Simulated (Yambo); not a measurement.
Ba2ScCuO4 (space group P4/mmm, No. 123); a = b = 4.177 Å, c = 8.079 Å, α = β = γ = 90.00°. With the G0W0 scissor the direct gap on the mesh is 2.92 eV. Axes are Cartesian, with cell vectors (Å) (4.18, 0.00, 0.00), (0.00, 4.18, 0.00), (0.00, 0.00, 8.08).

Question: Can the lowest exciton of this BSE run be trusted, and with what binding energy? (Yambo, PBEsol bands; 4×4×2 mesh, 17 valence and 16 conduction bands, static screening with 89 bands and a 3 Ry block, scissor 0.90 eV, Tamm-Dancoff.)

Answer: The mesh holds a bound state, but the numbers are provisional. These are vertical excitations (zero momentum). The lowest state lies at 2.04 eV (dark for light along x, 2 states within 2 meV), the direct quasiparticle gap on this mesh at 2.92 eV. Its binding energy, counted from that gap, is 0.88 eV; it spreads over about 20 k points of the mesh. Convergence with the mesh was not shown. All of the lowest states computed are dark for this polarisation. The scissor comes from a G0W0 run whose convergence isn't established. The filled Cu 3d shell has no Hubbard U; semilocal functionals place it too high.

Geometry of the Materials Project entry, not relaxed at this level.

The structure is a Materials Project entry; no match was found in the copy of COD used, and its stability was not checked.

With a shallow 3d shell G0W0 needs far more bands and larger blocks than here, so the scissor is uncertain by tenths of an eV or more.
